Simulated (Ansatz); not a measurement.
## ScTeAs3 (Pm-3m)

Method: Ansatz, DFT PBE, scalar-relativistic, plane waves, PAW.

Settings: cutoff 420 eV, Γ-centred mesh 8×8×8 on the computed 5-atom cell, Gaussian smearing of 0.10 eV; no spin polarisation.

The structure is relaxed at this level of theory with its symmetry kept, and needn't be the ground state of this composition.

```yaml
crystal:
  lattice:
    - [5.12111, 0.00000, 0.00000]
    - [0.00000, 5.12111, 0.00000]
    - [0.00000, 0.00000, 5.12111]
  atoms:
    - { symbol: Sc, position: [0.00000, 0.00000, 0.00000] }
    - { symbol: Te, position: [0.50000, 0.50000, 0.50000] }
    - { symbol: As, position: [0.50000, 0.00000, 0.00000] }
    - { symbol: As, position: [0.00000, 0.00000, 0.50000] }
    - { symbol: As, position: [0.00000, 0.50000, 0.00000] }
```

Formation energy from the elements' standard states (uncorrected)?

+0.306 eV/atom.

Kohn–Sham band gap?

none (metal).

Density of states at the Fermi level?

4.5 states/eV per cell.

Orbital (Löwdin) character within 0.5 eV of the Fermi level?

As 4p 59 %, Te 5p 28 %, Sc 3d 10 %.

Bader charge by site (e)?

Sc (1 in the cell) 1.46, Te (1 in the cell) -0.05, As (3 in the cell) -0.47.

Spin-orbit coupling is left out, which matters for the bands of heavy elements.

Another cell of ScTeAs3 relaxed alike, in P3m1, lies 0.49 eV/atom lower, so this cell isn't the stable form at this level.

The cell was found from a structure generator's guess, not taken from experiment. Löwdin shares on free-atom orbitals overweight diffuse shells.
